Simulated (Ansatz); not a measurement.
C (Fd-3m), zone-centre modes

All numbers below come from DFT r2SCAN, scalar-relativistic, plane waves, PAW (Ansatz). Cutoff 500 eV, Γ-centred 12×12×10 k-points, Gaussian smearing of 0.05 eV. No spin polarisation.

The undisturbed cell (relaxed at this level):

```
C
1.0
     0.00000   -1.78014   -1.78014
    -1.78014    0.00000   -1.78014
     1.78014    1.78014   -3.56028
C
4
Direct
  0.75000 0.75000 0.75000
  0.25000 0.25000 0.25000
  0.37500 0.37500 0.87500
  0.87500 0.87500 0.37500
```

Harmonic modes by finite displacements of 0.02 Å, without the LO–TO term. The cell doubles the primitive one, so its zone centre also holds the primitive cell's point q = (0, 0, 1/2).

(1) At this geometry, is the structure stable against these modes?

(2) List the wavenumbers in cm⁻¹.

Results:

(1) Yes: no mode is imaginary beyond 10 cm⁻¹, and only the three translations lie near zero.

(2) 0, 0, 0, 560, 560, 1059, 1221, 1221, 1283, 1324, 1324, 1324.

Cost: 1 run of about 1.8 core-minutes, on Oxide Virtual Turin-like Processor (Zen 5) (shared hosts).